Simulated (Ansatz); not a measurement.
CdSiP2 (chalcopyrite, I-42d), the program Ansatz at the PBE level (PAW). The conduction-band minimum lies at Γ, with 1 equivalent valley. Second derivatives d²E/dk² of the lowest band at one valley (eV·Å²), along Cartesian directions:

```csv
direction,d²E/dk²
[100],26.80
[010],26.80
[001],10.95
[110],26.69
[101],18.88
[011],18.88
```

**Question.** Find the principal effective masses, the density-of-states mass and the conductivity mass.

**Answer.** Off-diagonal terms follow from H_xy = H[110] − (H_xx + H_yy)/2, and m*/mₑ = 7.620 eV·Å² over each eigenvalue: 0.28, 0.29, 0.70. One valley's DOS mass (m₁m₂m₃)^(1/3) = 0.38, conductivity mass 3/(Σ 1/mᵢ) = 0.35 mₑ.

**Question.** What effective density of states Nc follows at 300 K for parabolic valleys?

**Answer.** Nc = 2.509e19 × 1 × (0.38)^(3/2) ≈ 5.9e18 cm⁻³.

**Question.** With the computed static dielectric constant 13.5 (mean of the diagonal), estimate a hydrogenic donor's binding energy and radius.

**Answer.** E = 13.606 eV × 0.35/13.5² ≈ 26 meV; a = 0.529 Å × ε/m* ≈ 20 Å. Semilocal masses tend to be too small when the gap is underestimated.

The PBE relaxation kept the symmetry of its start. Spin–orbit coupling is left out wherever it is not named.

Potentials: the later of the program's two PAW sets.
